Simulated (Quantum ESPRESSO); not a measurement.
```xyz
3
Lattice="3.1456 0.0000 0.0000 -1.5728 2.7242 0.0000 0.0000 0.0000 16.1000" Properties=species:S:1:pos:R:3 pbc="T T T"
S      0.0000     0.0000    -1.5669
S      0.0000     0.0000     1.5669
W      1.5728     0.9081     0.0000
```

The layer was cut from Materials Project entry mp-224 and relaxed with PBEsol in a cell 16.1 Å high, with the Coulomb interaction truncated along z.

Task: What does PBEsol (Quantum ESPRESSO, PseudoDojo norm-conserving, 74 Ry, with spin-orbit coupling) give for the electronic structure near the Fermi level?

Result: The PBEsol gap is 1.67 eV and nearly direct: the edges lie at K and 50 % of the way from K to Γ, the smallest direct gap within 0.02 eV of it. Another conduction extremum on the path lies within 0.02 eV, too close to call. The valence-band maximum lies 5.50 eV below the vacuum level.
